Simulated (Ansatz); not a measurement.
# LiZn: do energies and stresses tell the same story?

Method: DFT r2SCAN, scalar-relativistic, plane waves, PAW in Ansatz.

Settings: cutoff 500 eV, Γ-centred mesh 12×12×12 on the computed 4-atom cell, Gaussian smearing of 0.10 eV; no spin polarisation.

Relaxed cell: Fd-3m, a = 6.095 Å, b = 6.095 Å, c = 6.095 Å, α = 90.00°, β = 90.00°, γ = 90.00°, 4 atoms in the primitive cell. Whether it is the stable form of this composition wasn't checked.

Energies at zero smearing and pressures from the stress tensor, at volumes with shape and atoms relaxed:
| V (Å³/atom) | E − E(first) (meV/atom) | P (GPa) |
| --- | --- | --- |
| 12.453 | 0.00 | 7.94 |
| 12.878 | -17.65 | 5.44 |
| 13.302 | -29.19 | 3.32 |
| 13.727 | -35.54 | 1.52 |
| 14.151 | -37.48 | -0.01 |
| 14.576 | -35.66 | -1.31 |
| 15.000 | -30.67 | -2.42 |
| 15.566 | -19.88 | -3.64 |

Problem. Check P = −dE/dV between neighbouring volumes, and get the bulk modulus from the pressures alone.

Solution. With 1 eV/Å³ = 160.2 GPa:
```json
{"middle V (Å³/atom)": "12.665", "−ΔE/ΔV (GPa)": "6.661", "mean P (GPa)": "6.692"}
{"middle V (Å³/atom)": "13.090", "−ΔE/ΔV (GPa)": "4.356", "mean P (GPa)": "4.381"}
{"middle V (Å³/atom)": "13.514", "−ΔE/ΔV (GPa)": "2.397", "mean P (GPa)": "2.419"}
{"middle V (Å³/atom)": "13.939", "−ΔE/ΔV (GPa)": "0.731", "mean P (GPa)": "0.752"}
{"middle V (Å³/atom)": "14.364", "−ΔE/ΔV (GPa)": "-0.686", "mean P (GPa)": "-0.664"}
{"middle V (Å³/atom)": "14.788", "−ΔE/ΔV (GPa)": "-1.886", "mean P (GPa)": "-1.866"}
{"middle V (Å³/atom)": "15.283", "−ΔE/ΔV (GPa)": "-3.052", "mean P (GPa)": "-3.028"}
```

The two differ by 0.03 GPa at most. The mean of two end pressures misses the average over a step by about ΔV² P″/12, up to 0.03 GPa here; with that taken off 0.00 GPa remains. Around V = 14.151 Å³/atom, the two neighbours give B = −V ΔP/ΔV = 14.151 × 2.83 / 0.849 = 47.2 GPa, against B0 = 47.1 GPa from the Birch–Murnaghan fit of the energies.